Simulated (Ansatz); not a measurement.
A relaxed structure of InAs is spoiled in several ways and relaxed again each time (noise and exchanges are one random draw each; pressure is positive under compression). The numbers are results of PBE (plane waves to 420 eV, PAW, scalar-relativistic; Ansatz, a program for electronic structure), not measurements.

Space group F-43m (No. 216); a = b = c = 6.186 Å, α = β = γ = 90.00°

| atom | site | symmetry | x | y | z |
|---|---|---|---|---|---|
| As | 4c | -43m | 0.2500 | 0.2500 | 0.2500 |
| In | 4a | -43m | 0.0000 | 0.0000 | 0.0000 |
(The calculation used a cell of 2 atoms; values per cell refer to that cell.)

| change | first pressure (GPa) | first V (Å³/atom) | released (eV/atom) | moves | outcome | final group | E − E(parent) (eV/atom) |
|---|---|---|---|---|---|---|---|
| with every coordinate shifted by Gaussian noise of σ = 0.2 Å | 3 | 29.59 | 0.23 | 4 | returns to the parent | F-43m | 0.00 |
| with every coordinate shifted by Gaussian noise of σ = 0.45 Å | 4 | 29.59 | 0.57 | 17 | returns to the parent | F-43m | 0.00 |
| deformed by the Cartesian strain tensor (xx, yy, zz, yz, xz, xy) = (-0.036, -0.096, -0.022, -0.044, 0.057, 0.048) | ? | 25.01 | ? | 10 | ? | ? | ? |
| doubled along one cell vector, shaken by Gaussian noise of σ = 0.08 Å a coordinate | 0 | 29.59 | 0.02 | 3 | returns to the parent | F-43m | 0.00 |

**Question.** Some entries are withheld; supply them.

**Answer.** 
- deformed by the Cartesian strain tensor (xx, yy, zz, yz, xz, xy) = (-0.036, -0.096, -0.022, -0.044, 0.057, 0.048), first pressure (GPa): 16
- deformed by the Cartesian strain tensor (xx, yy, zz, yz, xz, xy) = (-0.036, -0.096, -0.022, -0.044, 0.057, 0.048), released (eV/atom): 0.43
- deformed by the Cartesian strain tensor (xx, yy, zz, yz, xz, xy) = (-0.036, -0.096, -0.022, -0.044, 0.057, 0.048), outcome: returns to the parent
- deformed by the Cartesian strain tensor (xx, yy, zz, yz, xz, xy) = (-0.036, -0.096, -0.022, -0.044, 0.057, 0.048), final group: F-43m
- deformed by the Cartesian strain tensor (xx, yy, zz, yz, xz, xy) = (-0.036, -0.096, -0.022, -0.044, 0.057, 0.048), E − E(parent) (eV/atom): 0.00

First-step values come from each run's starting, coarser k-mesh (7×7×7, 8×7×7, 7×7×4). Each cell has its own k-point mesh; energy differences are given only to the digits this allows. No spin polarisation in the result.
